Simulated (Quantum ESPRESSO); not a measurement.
Pd6ScRh, one composition in several site orders

Computed values, not a measurement. The program is pw.x of Quantum ESPRESSO 7.5 (plane-wave density functional theory). The cell is made up: eight metal atoms on a face-centred cubic lattice, with elements, volume, strain and displacements drawn at random and not relaxed, so it may be unstable or far from any real phase. PseudoDojo standard norm-conserving files set the functional (PBE unless stated); there is no spin polarisation or spin-orbit coupling, the Fermi-Dirac width of 0.25 eV means electrons at about 2900 K, and the masses in the input are unused placeholders. A spin test at this wide smearing found no moment, but such smearing suppresses magnetism that the real alloy may have.

The runs put one composition on the sites in different orders. Cell, positions, cutoff, mesh and smearing stay as in the input of run 1; sites are counted in its order. Stress in the tables is positive in tension.

Input of run 1:

```
&control calculation='scf', pseudo_dir='./dojo.nc.sr.pbe.v0_5.standard.upf', outdir='./o', disk_io='medium', tprnfor=.true., tstress=.true. /
&system ibrav=0, nat=8, ntyp=3, nbnd=86, ecutwfc=87.97787729, nosym=.true., tot_charge=0,
 occupations='smearing', smearing='fd', degauss=0.0183746611
/
&electrons conv_thr=1.470e-08, electron_maxstep=70, mixing_beta=0.5 /
ATOMIC_SPECIES
Pd 1.0 Pd.upf
Rh 1.0 Rh.upf
Sc 1.0 Sc.upf
CELL_PARAMETERS angstrom
0.0 0.0 -4.0733
4.0733 0.0 0.0
0.0 -8.1467 0.0
ATOMIC_POSITIONS angstrom
Pd 0.0822 0.0989 0.0048
Sc 0.0286 -4.1294 0.0159
Pd 1.9571 -1.9512 -0.0309
Pd 2.147 -6.1509 0.0473
Pd -0.1317 -2.1215 -2.0196
Rh 0.0477 -5.918 -2.0611
Pd 2.0108 -0.0861 -2.1178
Pd 2.0386 -4.0897 -2.0624
K_POINTS automatic
6 6 3 1 1 1
```

```
run  elements on sites 1 to 8  free energy less that of run 1 (eV)  -TS (eV)  pressure (GPa)  stress xx (GPa)  stress yy (GPa)  stress zz (GPa)  stress yz (GPa)  stress xz (GPa)  stress xy (GPa)  iterations
  1   Pd Sc Pd Pd Pd Rh Pd Pd                                0.000    -1.781           -8.32             8.06             8.03             8.88            -0.06            -0.26            -0.48          21
  2   Rh Pd Pd Pd Pd Pd Pd Sc                                0.008    -1.757           -8.55             9.20             8.03             8.42             0.10            -0.23            -0.16          19
  3   Sc Pd Pd Pd Pd Pd Rh Pd                               -0.053    -1.763           -8.53             8.62             7.94             9.02            -0.05            -0.16            -0.30          21
  4   Pd Pd Pd Pd Pd Pd Rh Sc                                0.032    -1.746           -8.47             8.63             8.13             8.65             0.01            -0.23            -0.08          21
```

Forces Fx Fy Fz (eV/Å):

```
site              run 1              run 2              run 3              run 4
   1  -0.42 -0.17 -0.23  -0.32 -0.32 -0.17  -0.29 -0.34 -0.13  -0.35 -0.34 -0.17
   2   -0.03 0.33 -0.16   -0.01 0.74 -0.24   -0.02 0.68 -0.25   -0.02 0.73 -0.25
   3    0.12 -0.42 0.00    0.10 -0.22 0.01    0.09 -0.48 0.02    0.15 -0.17 0.05
   4   -0.31 0.06 -0.35  -0.35 -0.17 -0.39   -0.33 0.04 -0.37  -0.37 -0.08 -0.33
   5    0.55 0.45 -0.13    0.45 0.54 -0.13    0.49 0.38 -0.15    0.40 0.55 -0.14
   6   -0.04 -1.13 0.19    0.07 -1.43 0.37    0.01 -1.19 0.31    0.06 -1.33 0.37
   7     0.16 0.68 0.49     0.07 0.61 0.43     0.07 0.60 0.38     0.12 0.45 0.37
   8    -0.03 0.20 0.18     0.00 0.25 0.12    -0.02 0.32 0.19     0.00 0.18 0.11
```

The sites are displaced and not relaxed, so the energy differences mix bonding between neighbours with strain and are not ordering energies. A rerun of one cell of this series at a higher cutoff and on a denser mesh moved values by no more than 0.008 eV in energy, 0.03 GPa in stress and 0.004 eV/Å in force, and a second program with other atomic files agreed on that cell to 2 % rms in force and 0.5 GPa in pressure.